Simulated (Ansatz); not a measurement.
Lu (hcp, Mg type)

```cif
data_Lu2
_chemical_formula_sum 'Lu2'
_space_group_name_H-M_alt 'P63/mmc'
_space_group_IT_number 194
_space_group_name_Hall '-P 6c 2c'
_cell_length_a 3.50429
_cell_length_b 3.50429
_cell_length_c 5.45222
_cell_angle_alpha 90.000
_cell_angle_beta 90.000
_cell_angle_gamma 120.000
loop_
_atom_site_label
_atom_site_type_symbol
_atom_site_symmetry_multiplicity
_atom_site_Wyckoff_symbol
_atom_site_fract_x
_atom_site_fract_y
_atom_site_fract_z
_atom_site_occupancy
Lu1 Lu 2 d 0.66667 0.33333 0.25000 1
```

E(V) scan at fixed shape, V₀ the volume above. Symmetry pins the atoms to their sites.

Computed with r2SCAN (plane waves to 500 eV, PAW, scalar-relativistic; Ansatz, a program for electronic structure). k mesh 15×15×9 (Γ-centred), Fermi-Dirac smearing 0.05 eV. Energies are smeared free energies. Compression counts positive. Lu is run without spin polarisation. Lu was relaxed with its symmetry unable to fall. The zero of ΔE is the relaxed starting cell.

```json
[
 {"V (Å³/atom)": "26.093", "ΔE (eV/atom)": "___", "P (GPa)": "5.9"},
 {"V (Å³/atom)": "26.817", "ΔE (eV/atom)": "___", "P (GPa)": "4.2"},
 {"V (Å³/atom)": "27.542", "ΔE (eV/atom)": "___", "P (GPa)": "2.6"},
 {"V (Å³/atom)": "28.267", "ΔE (eV/atom)": "0.003", "P (GPa)": "1.2"},
 {"V (Å³/atom)": "28.992", "ΔE (eV/atom)": "0.000", "P (GPa)": "0.0"},
 {"V (Å³/atom)": "29.717", "ΔE (eV/atom)": "0.003", "P (GPa)": "-1.1"},
 {"V (Å³/atom)": "30.441", "ΔE (eV/atom)": "___", "P (GPa)": "-2.1"},
 {"V (Å³/atom)": "31.166", "ΔE (eV/atom)": "0.021", "P (GPa)": "-3.0"},
 {"V (Å³/atom)": "31.891", "ΔE (eV/atom)": "___", "P (GPa)": "-3.8"}
]
```

Fill in the missing entries.


- 26.093, ΔE (eV/atom): 0.050
- 26.817, ΔE (eV/atom): 0.027
- 27.542, ΔE (eV/atom): 0.011
- 30.441, ΔE (eV/atom): 0.010
- 31.891, ΔE (eV/atom): 0.037

(Under strain, the slope of the energy per volume gives the stress and its curvature an elastic modulus.)
